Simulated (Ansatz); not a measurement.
Relaxed-ion elastic tensor of MgS (rock salt, Fm-3m) in GPa (Voigt order), PBE (plane waves, PAW; program Ansatz); density 2.62 g/cm³, 17.88 Å³ per atom.

```
      1     2     3     4     5     6
-  ----  ----  ----  ----  ----  ----
1   139  41.6  41.6   0.0   0.0   0.0
2  41.6   139  41.6   0.0   0.0   0.0
3  41.6  41.6   139   0.0   0.0   0.0
4   0.0   0.0   0.0  53.9   0.0   0.0
5   0.0   0.0   0.0   0.0  53.9   0.0
6   0.0   0.0   0.0   0.0   0.0  53.9
```

Q: Is the crystal mechanically stable?

A: Yes: the smallest eigenvalue of C is 53.9 GPa.

Q: Work out the Voigt, Reuss and Hill averages.

A: K_V = 74.0, K_R = 74.0, K_H = 74.0; G_V = 51.8, G_R = 51.7, G_H = 51.7 GPa.

Q: Give Young's modulus, Poisson's ratio, Pugh's ratio and the universal anisotropy index.

A: E = 9KG/(3K + G) = 126 GPa; ν = 0.22; K/G = 1.43 (brittle by the Pugh limit of 1.75); A_U = 5G_V/G_R + K_V/K_R − 6 = 0.01.

Q: Estimate the sound speeds and the Debye temperature.

A: v_l = √((K + 4G/3)/ρ) = 7390 m/s, v_t = √(G/ρ) = 4450 m/s, mean 4920 m/s; Θ = (h/k)(3n/4πV)^(1/3) v_m = 560 K.

Q: Give the Zener ratio and Young's modulus along [100], [110] and [111].

A: A = 2C44/(C11 − C12) = 1.11; 1/E = S11 − 2(S11 − S12 − S44/2)Γ with Γ = 0, 1/4, 1/3 gives 120, 127, 130 GPa.

Q: Solve the Christoffel equation for the three sound speeds along [100], [110], [111].

A: Eigenvalues of C_ijkl n_j n_l equal ρv². In km/s, slowest first: [100] 4.54, 4.54, 7.28; [110] 4.31, 4.54, 7.42; [111] 4.39, 4.39, 7.47.

Symmetry was held in the PBE relaxation; phonons on a q-mesh show no instability.

Potentials: the later of the program's two PAW sets.
